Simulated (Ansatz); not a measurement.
LiNbO3:
Space group R-3, hexagonal axes (No. 148); a = 5.1457 Å, b = 5.1457 Å, c = 13.8573 Å, α = 90.00°, β = 90.00°, γ = 120.00°

```
atom  site  symmetry       x       y       z
----  ----  --------  ------  ------  ------
Li      6c        3.  0.0000  0.0000  0.3567
Nb      6c        3.  0.0000  0.0000  0.1441
O      18f         1  0.3147  0.0255  0.2456
```
(The calculation used a cell of 10 atoms; values per cell refer to that cell.)

Relaxed with LDA.

### Question
Which orbitals make up the states near the band edges in the program Ansatz at the LDA level (PAW)?

### Answer
Top 1 eV of the valence band: O 2p 94 %. Bottom 1 eV of the conduction band: Nb 4d 70 %, O 2p 25 %. Projections are on Löwdin-orthogonalised atomic valence shells; empty p or d shells of many metals are not among them.

### Question
Tabulate the density of states.

### Answer
States/eV per cell of 10 atoms, in 0.25 eV bins, energy from the valence-band maximum.

```
E (eV)  total   O 2p  Nb 4d  O 2s
------  -----  -----  -----  ----
-7.86    0.00   0.00   0.00  0.00
-7.61    0.00   0.00   0.00  0.00
-7.36    0.00   0.00   0.00  0.00
-7.11    0.00   0.00   0.00  0.00
-6.86    0.00   0.00   0.00  0.00
-6.61    0.00   0.00   0.00  0.00
-6.36    0.00   0.00   0.00  0.00
-6.11    0.00   0.00   0.00  0.00
-5.86    0.00   0.00   0.00  0.00
-5.61    0.00   0.00   0.00  0.00
-5.36    0.00   0.00   0.00  0.00
-5.11    0.00   0.00   0.00  0.00
-4.86    0.00   0.00   0.00  0.00
-4.61    3.03   1.83   1.06  0.02
-4.36    5.06   3.13   1.68  0.04
-4.11    9.81   6.28   3.07  0.11
-3.86    8.42   5.56   2.44  0.13
-3.61    6.06   4.07   1.68  0.10
-3.36    6.71   4.61   1.67  0.14
-3.11    6.78   4.85   1.44  0.17
-2.86    6.05   4.40   1.22  0.16
-2.61    5.73   4.33   1.03  0.13
-2.36    6.16   4.80   0.94  0.14
-2.11    7.23   5.69   1.04  0.20
-1.86    5.50   4.45   0.69  0.14
-1.61    5.70   4.78   0.58  0.11
-1.36    7.29   6.32   0.55  0.13
-1.11    7.37   6.53   0.47  0.10
-0.86   10.27   9.29   0.56  0.08
-0.61   10.71   9.92   0.39  0.06
-0.36   18.44  17.53   0.39  0.06
-0.11    7.67   7.36   0.13  0.02
0.14     0.00   0.00   0.00  0.00
0.39     0.00   0.00   0.00  0.00
0.64     0.00   0.00   0.00  0.00
0.89     0.00   0.00   0.00  0.00
1.14     0.00   0.00   0.00  0.00
1.39     0.00   0.00   0.00  0.00
1.64     0.00   0.00   0.00  0.00
1.89     0.00   0.00   0.00  0.00
2.14     0.00   0.00   0.00  0.00
2.39     0.00   0.00   0.00  0.00
2.64     0.00   0.00   0.00  0.00
2.89     0.00   0.00   0.00  0.00
3.14     0.00   0.00   0.00  0.00
3.39     0.00   0.00   0.00  0.00
3.64     0.00   0.00   0.00  0.00
3.89     2.38   0.57   1.68  0.03
4.14     6.15   1.50   4.32  0.06
4.39     5.30   1.33   3.68  0.04
4.64     5.15   1.18   3.69  0.02
4.89     8.70   2.32   5.93  0.05
5.14     7.38   2.13   4.82  0.06
5.39     9.78   2.64   6.50  0.08
5.64     3.16   0.81   2.14  0.03
5.89     0.00   0.00   0.00  0.00
6.14     0.00   0.00   0.00  0.00
6.39     0.00   0.00   0.00  0.00
6.64     0.00   0.00   0.00  0.00
6.89     0.00   0.00   0.00  0.00
7.14     0.00   0.00   0.00  0.00
7.39     0.11   0.00   0.00  0.04
7.64     1.84   0.24   0.61  0.33
7.89     3.05   0.49   1.22  0.47
8.14     4.94   0.89   2.47  0.69
8.39     6.31   1.17   3.25  0.84
8.64     4.60   0.94   2.49  0.56
```

The workflow started from a Materials Project entry (that database holds measured and hypothetical structures alike); the Crystallography Open Database files this formula in space group No. 148, but the cells were not matched. It is not the phase usual at ambient conditions (space group No. 161). The LDA relaxation kept the symmetry of its start; phonons on a q-mesh show no instability. No spin polarisation was allowed. Spin–orbit coupling is left out wherever it is not named.

Potentials: the later of the program's two PAW sets.
